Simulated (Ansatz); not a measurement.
Input:

Ti$_{5}$Si$_{3}$:
Space group P6₃/mcm (No. 193); a = 7.4461 Å, b = 7.4461 Å, c = 5.1089 Å, α = 90.00°, β = 90.00°, γ = 120.00°

| atom | site | symmetry | x | y | z |
|---|---|---|---|---|---|
| Ti | 4d | 3.2 | 0.3333 | 0.6667 | 0.0000 |
| Ti | 6g | m2m | 0.2505 | 0.2505 | 0.7500 |
| Si | 6g | m2m | 0.3919 | 0.3919 | 0.2500 |

This is the r²SCAN-relaxed structure.

Question: All from r²SCAN (plane waves, PAW; program Ansatz), unless another level is named. Predict the electronic character.

Answer: metallic (no gap).

Question: Next, the formation energy from the elements (no fitted shifts)?

Answer: -0.80 eV/atom.

Question: Give the density of states at the Fermi level.

Answer: 0.47 states/eV per atom (mean over ±0.08 eV).

Space group P6_3/mcm. The first step of the workflow began from a Materials Project structure, measured or hypothetical; the Crystallography Open Database files this formula in space group No. 193, but the cells were not matched. Its standing as an ambient phase is unchecked. The cell was relaxed with r²SCAN under the symmetry of its start; whether a distortion lowers the energy is not shown. No spin polarisation was allowed. The references are the lowest solids computed at this level, not always the standard phases.

Potentials: the later of the program's two PAW sets.
